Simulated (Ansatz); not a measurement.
Here is the system:

Ga2O3:
```
Ga2O3
1.0
    2.49229     1.43893     4.48012
   -2.49229     1.43893     4.48012
    0.00000    -2.87785     4.48012
Ga O
4 6
Cartesian
  0.00000   0.00000  11.49698
  0.00000   0.00000   1.94339
  0.00000   0.00000   8.66357
  0.00000   0.00000   4.77680
  0.75670   1.56721   5.60015
 -0.75670  -1.56721   7.84022
 -1.73560  -0.12829   5.60015
  1.73560   0.12829   7.84022
  0.97890  -1.43893   5.60015
 -0.97890   1.43893   7.84022
```

This is the r²SCAN-relaxed structure.

Task: All from r²SCAN in the plane-wave PAW code Ansatz, unless another level is named. Predict the hole effective mass with spin–orbit coupling.

Result: 0.68, 2.2, 3.5 mₑ (principal values).

Task: Next, the gap with spin–orbit coupling?

Result: 3.56 eV.

Space group R-3c (corundum). The r²SCAN relaxation kept the symmetry of its start; of distortions, only those at the zone centre were tested. Scalar-relativistic: spin–orbit coupling is off unless named, which matters more the heavier the elements.

Potentials: the earlier of the program's two PAW sets.
